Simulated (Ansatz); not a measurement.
In DFT-PBEsol in the program Ansatz with PAW potentials, Zn in the diamond structure (Fd-3m) relaxes to a = 5.653 Å. Zn has 4 nearest neighbours from 2.45 Å (tetrahedral).

Electronic character: metallic (no gap).

An equation-of-state fit gives a bulk modulus of 35.8 GPa. The relaxed-ion elastic constants in GPa are C11 = 23.9, C12 = 41.5, C44 = -16.0. The highest mode at Γ lies at 174 cm⁻¹.

The start of the workflow was typed in or built on a structure type; neither database checked (COD, Materials Project) lists it. It is not the phase usual at ambient conditions (space group No. 194). Symmetry was held in the PBEsol relaxation. At this level the phase is mechanically unstable. As this level gives no gap, shear constants depend on the k-mesh and smearing (Fermi–Dirac, 0.1 eV here). As this level gives no gap, phonon frequencies hold no LO–TO term and depend on the k-mesh and smearing (Fermi–Dirac, 0.1 eV here).

Potentials: the later of the program's two PAW sets.
